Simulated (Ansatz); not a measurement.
Here is the system:

Relaxed GaSb (zinc blende):

```xyz
2
Lattice="0.0000 3.0557 3.0557 3.0557 0.0000 3.0557 3.0557 3.0557 0.0000" Properties=species:S:1:pos:R:3 pbc="T T T"
Sb     4.5836     4.5836     4.5836
Ga     0.0000     0.0000     0.0000
```

In each cell atom 1 (Sb, nearest neighbour Ga at 2.646 Å; its periodic images, 4.3 Å or more away, move with it) moves by s·(0.000, 0.000, 1.000) (along Cartesian z), the rest being held.

The numbers are results of PBEsol (plane waves to 420 eV, PAW, scalar-relativistic; Ansatz, a quantum-chemistry and plane-wave program), not measurements. k mesh 11×11×11 (Γ-centred), Fermi-Dirac smearing 0.05 eV. E stands for the smeared free energy. With partly filled bands, energies and forces of such displacements shift with the k mesh and the smearing. At this level the bands of GaSb touch or barely overlap; measurements give the solid a gap. GaSb was relaxed with its symmetry unable to fall. Spin-orbit coupling is left out, though Sb is heavy. The zero of ΔE is the undisplaced structure.

The scan covers s from -0.530 to 0.530 Å in 11 points.

### Question
Is this a single well or a double well?

### Answer
A single well with its minimum at or next to zero displacement.

### Question
Is the energy the same for equal positive and negative displacements?

### Answer
Even: the same for both signs. With its periodic images moving along, the atom's site symmetry in this cell is -43m.

### Question
What force acts on the atom along the line at s = -0.530 Å?

### Answer
3.30 eV/Å.

### Question
What is the force constant k = d²E/ds² of this move at s = 0?

### Answer
7.86 eV/Å².

### Question
With two atoms in the cell this is the zone-centre optical mode. What wavenumber follows?

### Answer
220 cm⁻¹.

(For displaced atoms, the force is minus the slope of the energy, and its curvature is a force constant, which sets phonon frequencies.)
